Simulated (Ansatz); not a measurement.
Level of theory: DFT PBE, scalar-relativistic, plane waves, PAW (Ansatz 0.2.0). Cutoff 420 eV, Γ-centred meshes of about 0.25 Å⁻¹ or finer for metals and 0.3 Å⁻¹ for insulators (2π included), Gaussian smearing. No spin polarisation.

These are static total energies at zero pressure.

Two relaxed structures of ScAl3As4:

A.

Space group I-42m (No. 121). a = 5.835 Å, b = 5.835 Å, c = 11.670 Å, α = 90.00°, β = 90.00°, γ = 90.00°
| atom | site | symmetry | x | y | z |
| --- | --- | --- | --- | --- | --- |
| Sc | 2a | -42m | 0.0000 | 0.0000 | 0.0000 |
| Al | 4d | -4.. | 0.5000 | 0.0000 | 0.2500 |
| Al | 2b | -42m | 0.5000 | 0.5000 | 0.0000 |
| As | 8i | ..m | 0.7388 | 0.2612 | 0.1295 |

B.

Space group P-43m (No. 215). a = 5.837 Å, b = 5.837 Å, c = 5.837 Å, α = 90.00°, β = 90.00°, γ = 90.00°
```csv
atom,site,symmetry,x,y,z
Sc,1a,-43m,0.0000,0.0000,0.0000
Al,3c,-42.m,0.5000,0.5000,0.0000
As,4e,.3m,0.7413,0.7413,0.2587
```

Problem. Which arrangement of the elements on these sites is preferred, and by what margin?

Solution. A is lower, by 9 meV/atom. The two share one framework of sites and differ in which element sits where. A has Sc and Al ordered on zinc blende sites, space group I-42m (No. 121), 24.8 Å³/atom and a gap of 1.61 eV on its mesh; B has Sc and Al ordered on zinc blende sites, space group P-43m (No. 215), 24.9 Å³/atom and a gap of 1.66 eV. Counting As atoms around Al and Sc (those within 1.25 times the shortest such distance or 1.15 times the sum of covalent radii, 1.27 where that leaves under three), A and B both have Sc 4, Al 4. In A, Sc is surrounded by 4 As at 2.63 Å; Al on a site of symmetry -4 is surrounded by 4 As at 2.50 Å; around As lie 3 Al at 2.48–2.50 Å and 1 Sc at 2.63 Å; 1 more site not described. In B, Sc is surrounded by 4 As at 2.62 Å; around Al lie 4 As at 2.50 Å; around As lie 3 Al at 2.50 Å and 1 Sc at 2.62 Å. Both come from trial cells of a structure search, whose lowest cell (P3m1, 23.3 Å³/atom) lies 46 meV/atom below the lower of the two.

Kohn–Sham gaps at this level usually fall short of measured ones. Cells relaxed within their symmetry can be saddle points.
